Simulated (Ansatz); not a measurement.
CsCaF$_{3}$:
```
CsCaF3
1.0
    4.51725     0.00000     0.00000
    0.00000     4.51725     0.00000
    0.00000     0.00000     4.51725
Cs Ca F
1 1 3
Direct
  0.00000   0.00000   0.00000
  0.50000   0.50000   0.50000
  0.00000   0.50000   0.50000
  0.50000   0.00000   0.50000
  0.50000   0.50000   0.00000
```

DFT-r²SCAN in the program Ansatz with PAW potentials gives a gap of 8.05 eV without spin–orbit coupling, maximum at R, minimum at Γ.

Task: What happens when spin–orbit coupling is switched on?

Result: The gap drops by 0.04 eV, to 8.01 eV; maximum at Γ, minimum at Γ.

Task: Give the electron effective mass with spin–orbit coupling.

Result: 0.45 mₑ (isotropic).

Task: Give the hole effective mass with spin–orbit coupling, band 1 of 2 at the edge.

Result: 3.9 along [100], 4.8 along [110], 5.2 along [111] (mₑ).

Task: Give the hole effective mass with spin–orbit coupling, band 2 of 2 at the edge.

Result: 1.2 along [100], 1.1 along [110], 1.1 along [111] (mₑ).

Space group Pm-3m (cubic perovskite). The workflow started from a Materials Project entry (that database holds measured and hypothetical structures alike); the Crystallography Open Database copy checked does not list it. Its standing as an ambient phase is unchecked. Symmetry was held in the r²SCAN relaxation; whether a distortion lowers the energy is not shown.

Potentials: the later of the program's two PAW sets.
